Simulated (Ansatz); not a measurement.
Here is the system:

BAs:
```
CELL_PARAMETERS angstrom
      5.88905     0.00000     0.00000
      0.00000     5.88905     0.00000
      0.00000     0.00000     3.38958
ATOMIC_POSITIONS crystal
  B  0.32273 0.67727 0.00000
  B  0.67727 0.32273 0.00000
  B  0.82273 0.82273 0.50000
  B  0.17727 0.17727 0.50000
  As 0.31862 0.31862 0.00000
  As 0.68138 0.68138 0.00000
  As 0.18138 0.81862 0.50000
  As 0.81862 0.18138 0.50000
```

This is the PBE-relaxed structure. Cartesian axes are those of the cell as given.

Problem. All from the program Ansatz at the PBE level (PAW), unless another level is named. Give the electron effective mass.

Solution. 0.35, 0.35, 0.46 mₑ (principal values).

Problem. Give the hole effective mass, band 2 of 2 at the edge.

Solution. 0.16 along x, 0.65 along z (mₑ).

Problem. Next, the weight of the conduction-edge state by species (Voronoi cells)?

Solution. B 54 %, As 46 %.

Problem. Next, the valence-band maximum?

Solution. at Γ.

Problem. And the weight of the valence-edge state by species (Voronoi cells)?

Solution. B 56 %, As 44 %.

Space group P4_2/mnm. The start of the workflow was typed in or built on a structure type; neither database checked (COD, Materials Project) lists it. It is not the phase usual at ambient conditions (space group No. 216). The PBE relaxation kept the symmetry of its start; whether a distortion lowers the energy is not shown. Scalar-relativistic: spin–orbit coupling is off unless named, which matters more the heavier the elements.

Potentials: the later of the program's two PAW sets.

Edges and masses are those of Kohn–Sham bands, whose gap is no quasiparticle gap.
